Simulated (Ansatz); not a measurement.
HfN (NiAs type, P6_3/mmc) under volume change, plane-wave PAW LDA (Ansatz code), shape and atoms relaxed at each volume.

```
V (Å³/atom)  E − E(relaxed) (meV/atom)  P (GPa)
-----------  -------------------------  -------
10.151                            98.4    34.02
10.486                               …        …
10.821                             9.8     9.63
11.155                             0.0     0.00
11.490                               …        …
11.825                            33.6   -15.29
12.159                            72.0   -21.32
```

Complete the blanks.


- 11.490, E − E(relaxed) (meV/atom): 8.8
- 11.490, P (GPa): -8.24
- 10.486, E − E(relaxed) (meV/atom): 41.4
- 10.486, P (GPa): 20.88

What does a third-order Birch–Murnaghan fit give for V₀, B₀ and B′?

V₀ = 11.16 Å³/atom, B₀ = 296 GPa, B′ = 4.2.

The workflow started from a Materials Project entry (that database holds measured and hypothetical structures alike); the Crystallography Open Database copy checked does not list it. It is not the phase usual at ambient conditions (space group No. 225). Symmetry was held in the LDA relaxation; its stability against distortions is not shown here. No spin polarisation was allowed. Spin–orbit coupling is left out wherever it is not named.

Potentials: the later of the program's two PAW sets.
